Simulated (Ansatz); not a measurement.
# Structures of BeTl2: which is lowest?

Plane-wave DFT in Ansatz with scalar-relativistic PAW potentials, cutoff 420 eV, Γ-centred meshes chosen by cell and gap, Gaussian smearing with energies taken to zero width. Every cell was relaxed (cell and atoms) in a run of its own, within the symmetry of its start. Functional: PBE.

Relaxed structures (starts from databases or built by putting these elements on another compound's sites):
A. P6/mmm, 3 atoms in the computed cell, a = 5.386 Å, c = 3.069 Å; sites (symmetry × multiplicity) Be 6/mmm × 1, Tl -6m2 × 2; start: built
B. Pn-3m, 6 atoms in the computed cell, a = 5.541 Å; sites (symmetry × multiplicity) Be -43m × 2, Tl .-3m × 4; start: built
C. Fd-3m, 6 atoms in the computed cell, a = 8.921 Å; sites (symmetry × multiplicity) Be -43m × 8, Tl .-3m × 16; start: built

Problem. Rank them by energy. Could pressure change the order?

Solution.
| structure | group | E − E(lowest) (meV/atom) | V (Å³/atom) | gap on mesh (eV) |
| --- | --- | --- | --- | --- |
| B | Pn-3m | 0.0 | 28.35 | 0.00 |
| A | P6/mmm | 266 | 25.70 | 0.00 |
| C | Fd-3m | 498 | 29.58 | 0.00 |

B is lowest, 266 meV/atom under A. A is denser by 2.66 Å³/atom, so pressure favours it: ΔE/ΔV, with ΔE in eV and 1 eV/Å³ = 160.2 GPa, gives about 16 GPa for equal enthalpy if both cells were rigid; at such pressures compression changes ΔV much, so this is a scale only. Other structures may lie lower than all of these, and vibrations aren't counted.

Spin-orbit coupling is left out, which matters for the bands of heavy elements. For Tl, Pb and Bi spin-orbit coupling shifts energies too.